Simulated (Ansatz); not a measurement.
Te (diamond, Fd-3m), a = b = c = 7.057 Å, α = β = γ = 90.00°; the cell used has 2 atoms.

Relaxed with PBEsol.

Task: Which orbitals make up the states near the Fermi level in the program Ansatz at the PBEsol level (PAW)?

Result: Within 0.5 eV of the Fermi level: Te 5p 94 %. Projections are on Löwdin-orthogonalised atomic valence shells; empty p or d shells of many metals are not among them.

Task: Tabulate the density of states.

Result: States/eV per cell of 2 atoms, in 0.25 eV bins, energy from the Fermi level.

```csv
E (eV),total,Te 5p,Te 5s
-7.85,0.00,0.00,0.00
-7.60,0.00,0.00,0.00
-7.35,0.00,0.00,0.00
-7.10,0.00,0.00,0.00
-6.85,0.00,0.00,0.00
-6.60,0.00,0.00,0.00
-6.35,0.00,0.00,0.00
-6.10,0.00,0.00,0.00
-5.85,0.00,0.00,0.00
-5.60,0.00,0.00,0.00
-5.35,0.00,0.00,0.00
-5.10,0.00,0.00,0.00
-4.85,0.34,0.34,0.00
-4.60,3.35,3.32,0.02
-4.35,3.60,3.56,0.02
-4.10,3.40,3.36,0.02
-3.85,3.00,2.97,0.01
-3.60,1.57,1.56,0.00
-3.35,0.77,0.75,0.01
-3.10,0.68,0.63,0.04
-2.85,0.95,0.87,0.07
-2.60,1.07,0.96,0.10
-2.35,1.19,1.06,0.12
-2.10,1.30,1.15,0.14
-1.85,1.49,1.31,0.17
-1.60,1.18,1.02,0.13
-1.35,0.76,0.67,0.07
-1.10,0.79,0.70,0.06
-0.85,1.17,1.06,0.08
-0.60,1.62,1.49,0.09
-0.35,1.89,1.75,0.09
-0.10,2.17,2.02,0.08
0.15,1.75,1.66,0.03
0.40,1.46,1.40,0.01
0.65,1.62,1.54,0.01
0.90,1.93,1.82,0.02
1.15,2.89,2.66,0.03
1.40,4.14,3.74,0.06
1.65,1.41,1.32,0.02
1.90,0.50,0.48,0.00
2.15,0.01,0.01,0.00
2.40,0.00,0.00,0.00
2.65,0.00,0.00,0.00
2.90,0.00,0.00,0.00
3.15,0.00,0.00,0.00
3.40,0.00,0.00,0.00
3.65,0.03,0.00,0.00
3.90,0.07,0.00,0.00
4.15,0.47,0.01,0.00
4.40,1.98,0.05,0.00
4.65,2.95,0.11,0.01
```

The start of the workflow was typed in or built on a structure type; neither database checked (COD, Materials Project) lists it. It is not the phase usual at ambient conditions (space group No. 152). The cell was relaxed with PBEsol under the symmetry of its start; whether a distortion lowers the energy is not shown. Spin–orbit coupling is left out wherever it is not named.

Potentials: the earlier of the program's two PAW sets. The files were generated under PBE; for other functionals the program regenerates the frozen cores, and for LDA and PBEsol the local potential too.
